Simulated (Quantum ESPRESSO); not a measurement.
Space group C2/m (No. 12); a = 9.6746 Å, b = 3.9956 Å, c = 5.7871 Å, α = 90.00°, β = 108.67°, γ = 90.00°

```
atom  site  symmetry       x       y       z
----  ----  --------  ------  ------  ------
Li      4i         m  0.2862  0.0000  0.6545
Li      4i         m  0.3090  0.0000  0.1391
Li      2c       2/m  0.5000  0.5000  0.5000
O       4i         m  0.1467  0.0000  0.8266
O       4i         m  0.1574  0.0000  0.3188
O       2b       2/m  0.0000  0.5000  0.0000
Ta      2a       2/m  0.0000  0.0000  0.0000
```
(The calculation used a cell of 11 atoms; values per cell refer to that cell.)

The geometry is that of Materials Project entry mp-755013, symmetrised and not relaxed again.

Q: What does PBEsol (pw.x of Quantum ESPRESSO, ONCV potentials, no spin-orbit coupling) give for the electronic structure near the Fermi level?

A: The PBEsol gap is indirect, 3.81 eV, from 38 % of the way from X to Γ to Γ; the smallest direct gap is 3.89 eV. Spin-orbit coupling is left out, which matters for elements this heavy: edges can move by tenths of an eV.

The structure is a Materials Project entry; no match was found in the copy of COD used, and its stability was not checked.
